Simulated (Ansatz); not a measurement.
**Compressing Al2Cu**

Method: DFT r2SCAN, scalar-relativistic, plane waves, PAW (Ansatz). Run with 500 eV cutoff, 10×10×10 k-mesh, Gaussian smearing of 0.10 eV, no spin polarisation.

The relaxed crystal:

```
CELL_PARAMETERS angstrom
-2.99539 2.99539 2.40608
2.99539 -2.99539 2.40608
2.99539 2.99539 -2.40608
ATOMIC_POSITIONS crystal
Al 0.84054 0.65946 0.50000
Al 0.65946 0.15946 0.81893
Al 0.34054 0.84054 0.18107
Al 0.15946 0.34054 0.50000
Cu 0.25000 0.25000 0.00000
Cu 0.75000 0.75000 0.00000
```

Cell and atoms are relaxed at each pressure within the symmetry of the start, at zero temperature, so transitions that lower the symmetry aren't seen. The k-mesh given is that at zero pressure and may differ at others. a, b and c are the lengths of the cell vectors above. ΔH is E + PV over the energy at zero pressure.

| P (GPa) | V (Å³/atom) | V/V0 | a (Å) | b (Å) | c (Å) | α (°) | β (°) | γ (°) | ΔH (eV/atom) |
| --- | --- | --- | --- | --- | --- | --- | --- | --- | --- |
| -1 | ? | ? | ? | ? | ? | ? | ? | ? | ? |
| 0 | 14.39 | 1.000 | 4.872 | 4.872 | 4.872 | 104.1 | 104.1 | 120.8 | 0.000 |
| 1 | 14.27 | 0.991 | 4.858 | 4.858 | 4.858 | 104.1 | 104.1 | 120.8 | 0.089 |
| 4 | 13.93 | 0.968 | 4.819 | 4.819 | 4.819 | 104.1 | 104.1 | 120.8 | 0.353 |
| 12 | 13.21 | 0.918 | 4.735 | 4.735 | 4.735 | 104.1 | 104.1 | 120.9 | 1.030 |
| 25 | 12.33 | 0.857 | 4.627 | 4.627 | 4.627 | 104.1 | 104.1 | 120.9 | 2.064 |
| 50 | 11.19 | 0.777 | 4.480 | 4.480 | 4.480 | 104.1 | 104.1 | 120.9 | 3.892 |
| 90 | ? | ? | ? | ? | ? | ? | ? | ? | ? |

What stands in the row for -1 GPa?

V 14.53 Å³/atom; V/V0 1.010; a 4.887 Å; b 4.887 Å; c 4.887 Å; α 104.1 °; β 104.1 °; γ 120.8 °; ΔH -0.090 eV/atom.

What stands in the row for 90 GPa?

V 10.04 Å³/atom; V/V0 0.697; a 4.319 Å; b 4.319 Å; c 4.319 Å; α 104.2 °; β 104.2 °; γ 120.7 °; ΔH 6.530 eV/atom.